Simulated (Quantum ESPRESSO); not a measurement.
PbSe has the cubic space group Fm-3m (No. 225), the rock salt structure, Pearson symbol cF8. Lattice parameters: a = 6.0964 Å, b = 6.0964 Å, c = 6.0964 Å, α = 90.00°, β = 90.00°, γ = 90.00°. Se on 4b is surrounded by 6 Pb at 3.048 Å (octahedral). Pb on 4a sees 6 Se at 3.048 Å (octahedral). (Neighbours: up to the widest gap in distance over summed covalent radii, below 1.35, at either atom; cation-cation contacts left out.)
(The calculation used a cell of 2 atoms; values per cell refer to that cell.)

Cell and atoms were relaxed with PBEsol from Materials Project entry mp-2201, within its symmetry.

Q: What does norm-conserving PBE (Quantum ESPRESSO, 86 Ry, no spin-orbit coupling) give for the electronic structure near the Fermi level?

A: The PBE gap is direct, 0.25 eV at L. Spin-orbit coupling is left out; with 6p states at a band edge it can lower the gap by many tenths of an eV, most of a small gap. So small a PBE gap in heavy elements may be inverted, where one-shot corrections to single bands mislead.
